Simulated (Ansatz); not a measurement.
Here is the system:

GaP:
```
GaP
1.0
    0.00000     2.71924     2.71924
    2.71924     0.00000     2.71924
    2.71924     2.71924     0.00000
P Ga
1 1
Direct
  0.75000   0.75000   0.75000
  0.00000   0.00000   0.00000
```

This is the PBEsol-relaxed structure. x, y and z are the axes in which the lattice vectors are written.

Problem. All from the program Ansatz at the PBEsol level (PAW), unless another level is named. Estimate the Young's modulus.

Solution. 132 GPa.

Problem. And the piezoelectric stress constants (proper, relaxed ions, C/m²)?

Solution. e14 = e25 = e36 = 0.12.

Space group F-43m (zinc blende). The cell was relaxed with PBEsol under the symmetry of its start. Spin–orbit coupling is left out wherever it is not named.

Potentials: the later of the program's two PAW sets.
